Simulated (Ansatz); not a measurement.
Relaxed AlNi (CsCl type):

```yaml
crystal:
  lattice:
    - [2.86332, 0.00000, 0.00000]
    - [0.00000, 2.86332, 0.00000]
    - [0.00000, 0.00000, 2.86332]
  atoms:
    - { symbol: Al, position: [0.00000, 0.00000, 0.00000] }
    - { symbol: Ni, position: [0.50000, 0.50000, 0.50000] }
```

Scan: atom 2 (Ni, nearest neighbour Al at 2.480 Å; its periodic images, 2.9 Å or more away, move with it) is displaced along Cartesian [110], direction (0.707, 0.707, 0.000) in Cartesian axes, by s. The other atoms stay.

These are r2SCAN (plane waves to 500 eV, PAW, scalar-relativistic; Ansatz, an electronic-structure program) values and carry that method's errors. k mesh 13×13×13 (Γ-centred), Fermi-Dirac smearing 0.05 eV. E stands for the smeared free energy. With partly filled bands, energies and forces of such displacements shift with the k mesh and the smearing. AlNi is run without spin polarisation. AlNi was relaxed with its symmetry unable to fall. The PAW data are Ansatz's earlier set. ΔE is measured from the undisplaced structure. The last digit holds for this mesh only.

| s (Å) | ΔE (meV/cell) |
|---|---|
| -0.740 | withheld |
| -0.592 | 1425.5 |
| -0.444 | 732.4 |
| -0.296 | 302.2 |
| -0.148 | 71.9 |
| 0.000 | 0.0 |
| 0.148 | 71.9 |
| 0.296 | 302.2 |
| 0.444 | 732.4 |
| 0.592 | 1425.5 |
| 0.740 | withheld |

**Question.** Fit an even polynomial form (powers 2, 4, 6) to the given rows and predict ΔE at s = -0.740.

**Answer.** Least squares on the 9 given rows: ΔE = (3227)·s² + (2575)·s⁴ + (-506.8)·s⁶, in meV/cell with s in Å; root-mean-square residual 0.05 meV/cell. At -0.740 the fit gives 2456.0 meV/cell; the calculation gives 2457.1 meV/cell, so the extrapolation is off by -1.1 (-0.0 %). The quadratic term alone would give 1767.1 meV/cell.

(A displaced cell: forces are minus the slopes of the energy, force constants its curvatures, and phonons follow from these.)
